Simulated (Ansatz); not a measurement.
YSi2Ru2:
```yaml
crystal:
  lattice:
    - [-2.08272, 2.08272, 4.76867]
    - [2.08272, -2.08272, 4.76867]
    - [2.08272, 2.08272, -4.76867]
  atoms:
    - { symbol: Y, position: [0.00000, 0.00000, 0.00000] }
    - { symbol: Si, position: [0.36691, 0.36691, 0.00000] }
    - { symbol: Si, position: [0.63309, 0.63309, 0.00000] }
    - { symbol: Ru, position: [0.25000, 0.75000, 0.50000] }
    - { symbol: Ru, position: [0.75000, 0.25000, 0.50000] }
```

Relaxed with r²SCAN. Special points in fractions of this cell's reciprocal vectors: Γ (0.000, 0.000, 0.000); X (0.000, 0.000, 0.500); P (0.250, 0.250, 0.250); N (0.000, 0.500, 0.000); M (0.500, 0.500, -0.500); S (0.298, 0.702, -0.298); S0 (-0.298, 0.298, 0.298); R (-0.095, 0.095, 0.500); G (0.500, 0.500, -0.095).

### Question
List the band energies nearest the Fermi level at these points for DFT-r²SCAN in the program Ansatz with PAW potentials.

### Answer
In eV from the Fermi level; about four levels below and three above (degenerate sets whole), none deeper than 8.9 eV; points with the same levels are listed once.

```tsv
k	below	above
Γ	-0.43 -0.38 -0.38 -0.29	0.15 1.60 3.35
X	-0.89 -0.76 -0.64 -0.47	1.93 2.16 4.15
P	-0.72 -0.71 -0.71 -0.68	2.07 2.07 3.69
N	-1.98 -1.86 -0.82 -0.21	1.07 3.16 3.29
M	-2.45 -2.43 -2.43 -0.21	0.40 0.40 1.52
S	-1.93 -1.60 -1.56 -1.47	1.29 1.42 2.16
R	-2.08 -1.39 -0.77 -0.41	0.50 1.94 2.24
```

Space group I4/mmm. The first step of the workflow began from a Materials Project structure, measured or hypothetical; the Crystallography Open Database files this formula in space group No. 139, but the cells were not matched. Its standing as an ambient phase is unchecked. The r²SCAN relaxation kept the symmetry of its start; its stability against distortions is not shown here. The run is not spin-polarised. Spin–orbit coupling is left out wherever it is not named.

Potentials: the later of the program's two PAW sets.
